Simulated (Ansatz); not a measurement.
Computed with DFT PBE, scalar-relativistic, plane waves, PAW (Ansatz). All cells share a 420 eV cutoff and Γ-centred k meshes spaced at most about 0.3 Å⁻¹ (about 0.25 or finer for metals, 2π included). No spin polarisation in the final relaxations.

All energies are static (0 K, no zero-point motion).

Compare these two cells of Bi₄Te₃, each relaxed at this level.

A.

```
CELL_PARAMETERS angstrom
8.99164 0.00000 0.00000
-4.49582 7.78699 0.00000
0.00000 0.00000 3.28781
ATOMIC_POSITIONS crystal
Bi 0.54040 0.45960 0.50000
Bi 0.54040 0.08080 0.50000
Bi 0.91920 0.45960 0.50000
Bi 0.33333 0.66667 0.00000
Te 0.12047 0.87953 0.50000
Te 0.12047 0.24094 0.50000
Te 0.75906 0.87953 0.50000
```

B.

```
CELL_PARAMETERS angstrom
5.85760 0.00000 0.00000
-2.92880 5.07283 0.00000
0.00000 0.00000 10.53662
ATOMIC_POSITIONS crystal
Bi 0.33333 0.66667 0.35183
Bi 0.33333 0.66667 0.64817
Bi 0.66667 0.33333 0.64817
Bi 0.66667 0.33333 0.35183
Te 0.50000 0.00000 0.00000
Te 0.00000 0.50000 0.00000
Te 0.50000 0.50000 0.00000
```

Problem. Which would you expect to be lower, and how large is the difference?

Solution. A is lower, by 158 meV/atom. A has space group P-6m2 (No. 187), 32.9 Å³/atom and no gap on its mesh; B has space group P6/mmm (No. 191), 44.7 Å³/atom and no gap. Counting Te atoms around Bi (those within 1.25 times the shortest such distance or 1.15 times the sum of covalent radii, 1.27 where that leaves under three; the shortest distance is added where it exceeds 1.18 times the sum of covalent radii; a slash parts the counts of unlike sites), A has Bi 2/6 from 3.7 Å and B has Bi 3 from 4.1 Å. B holds Te–Te nets (shortest 2.93 Å); in A the shortest Te–Te distance is 3.25 Å, near bonding range too. The denser one is the lower, and pressure would at first widen the difference. Even the lower one lies +0.13 eV/atom against the reference forms of the elements (uncorrected), so neither is stable at this level. Both come from invented guesses. The part of the Crystallography Open Database at hand lists Bi4Te3 in space group No. 166, which no cell shown has.

Weakly bound directions are ill-defined at this level, which has no dispersion term (P6/mmm), and this can change margins and order among such cells. Spin–orbit coupling, which can matter for Bi and Te, is left out. Cells relaxed within their symmetry can be saddle points.
